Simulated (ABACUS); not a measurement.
Set-up for a self-consistent single point of Ta₂Si (I4/mcm, 12 atoms in the cell; from Materials Project mp-2783, changed as shown).

```
Ta2Si
1.0
    6.43447     0.00000     0.00000
    0.00000     6.43447     0.00000
    0.00000     0.00000     5.25891
Ta Si
8 4
Direct
  0.33641   0.16359   0.50000
  0.16359   0.33641   0.00000
  0.83641   0.33641   0.50000
  0.66359   0.16359   0.00000
  0.83641   0.66359   0.00000
  0.66359   0.83641   0.50000
  0.33641   0.83641   0.00000
  0.16359   0.66359   0.50000
  0.00000   0.00000   0.25000
  0.00000   0.00000   0.75000
  0.50000   0.50000   0.75000
  0.50000   0.50000   0.25000
```

Level of theory: ABACUS with LDA (PW92), numerical atomic orbitals DZP (confined pseudo-atomic orbitals with Gaussian additions; energy shift 0.01 Ry), PseudoDojo 0.4 standard norm-conserving LDA (tails mended) pseudopotentials.

ABACUS settings:

```
key                                                                   value
---------------  ----------------------------------------------------------
basis                   DZP numerical atomic orbitals, energy shift 0.01 Ry
KPT                                                       Gamma 4 4 4 0 0 0
basis_type                                                             lcao
dft_functional                                                        PWLDA
ecutwfc                                                              100 Ry
smearing_method                                                          fd
smearing_sigma                                                0.00999582 Ry
potentials       PseudoDojo 0.4 standard norm-conserving LDA (tails mended)
symmetry                                                                  1
ks_solver                                                           genelpa
scf_nmax                                                                100
scf_thr                                                             1.0e-07
mixing_type                                                         broyden
```

Results:

* **Number of valence electrons**: 120
* **Number of bands**: 73
* **Number of k-points after the program's reduction**: 18
* **Size of the basis**: 260
* **Number of SCF iterations**: 10
* **Free energy E − TS**: -14652.3306 eV
* **Fermi level (on the code's own zero)**: 14.83 eV
* **Pressure**: -27.62 GPa

Stress (GPa, positive for compression):
```
-28.24    0.00    0.00
  0.00  -28.24    0.00
  0.00    0.00  -26.38
```

For comparison: a first run was changed to give this one (lattice scaled by 1.02), and from it to this one the free energy goes up by 157 meV/atom and the pressure goes from -19.86 to -27.62 GPa.

The atom-centred basis is finite, which shifts total energies and pressures against plane waves. The structure comes from a collection of computed structures, made at another level of theory; the collection holds predicted forms beside known ones. Its lattice was then scaled. No clean gap shows at this smearing width and mesh (spacing up to 0.30 Å⁻¹); the mesh is coarse for partly filled bands, so the values carry mesh errors. At this pressure the cell is far from its equilibrium volume at this level.

Cost on one core: very roughly 100 core-seconds.

The atomic orbitals were generated for these runs; they are not ABACUS's published sets and were checked against plane waves on a few crystals only.

“Tails mended”: in these copies of the files the far tail of each local potential was reset to the Coulomb form.
